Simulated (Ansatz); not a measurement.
**Kick test of a cell of Bi5O2**

It was reached by relaxing an invented guess, and it needn't be the stable form of this composition.

These are results of DFT PBE, scalar-relativistic, plane waves, PAW (Ansatz), not measurements. Plane waves to 420 eV, a k mesh through Γ of 12×12×12 on the computed 7-atom cell and Gaussian smearing (0.10 eV); no spin polarisation.

The cell below (7 atoms, space group I4/mmm (No. 139)) is relaxed within its symmetry.

```
CELL_PARAMETERS angstrom
-1.98327 1.98327 11.21042
1.98327 -1.98327 11.21042
1.98327 1.98327 -11.21042
ATOMIC_POSITIONS crystal
Bi 0.69327 0.69327 0.00000
Bi 0.30673 0.30673 0.00000
Bi 0.08687 0.08687 0.00000
Bi 0.91313 0.91313 0.00000
Bi 0.50000 0.50000 0.00000
O 0.75000 0.25000 0.50000
O 0.25000 0.75000 0.50000
```

For the test it was strained at random (σ = 1.5 % a component), the atoms were moved at random (σ = 0.10 Å), and all was relaxed again on a coarse 6×6×6 mesh (in the run’s order of axes) with 0.20 eV smearing, with no symmetry imposed.

These runs have no spin–orbit coupling, which can matter for Bi. An odd number of electrons in the primitive cell allows no gap without spin; a larger cell or a magnetic state could open one.

Task: What happens?

Result: It returns, within 1 meV/atom of the unmoved cell on that mesh and with the same symmetry when read at 0.1 Å (Immm at 0.01 Å, so small strains and shifts remain). No instability shows in this cell; modes of other wave vectors, which need another repeat, aren't tested.
